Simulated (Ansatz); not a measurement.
A geometry of ZnSnP2 away from equilibrium: step 13 of the relaxation of a relaxed ZnSnP2 cell displaced along its unstable phonon at q = Γ (71i cm⁻¹), largest move 0.15 Å. The numbers are results of PBEsol (plane waves to 420 eV, PAW, scalar-relativistic; Ansatz, a quantum-chemistry and plane-wave program), not measurements. Γ-centred k-mesh 9×7×7 on the run's cell (coarser than for final values), Fermi–Dirac smearing 0.05 eV. The plane waves were selected for a different cell earlier on the path.

```xyz
4
Lattice="3.4989 0.0000 0.0000 0.0000 2.3294 4.7221 0.0000 -2.5854 4.8486" Properties=species:S:1:pos:R:3 pbc="T T T"
P      1.7494    -0.7230     6.7368
P      1.7494     1.0625     5.4687
Zn     0.0000     0.2895     1.3405
Sn     1.7494    -1.0251     3.7063
```

### Question
What forces act on the atoms (eV/Å)?

### Answer
```
atom    Fx     Fy     Fz
----  ----  -----  -----
P1    0.00  -0.09  -0.29
P2    0.00  -0.07   0.16
Zn3   0.00   0.02   0.00
Sn4   0.00   0.14   0.14
```

The path ends in P2/m (No. 10). No spin polarisation in the result.

The run could not lose the symmetry of its start: the end is stationary, and may be a saddle point rather than a minimum.

The end of the path is a generated cell of ZnSnP2: the first start was made by placing the elements on the sites of a structure type, and the end was not matched to a known phase here, so it may be hypothetical.
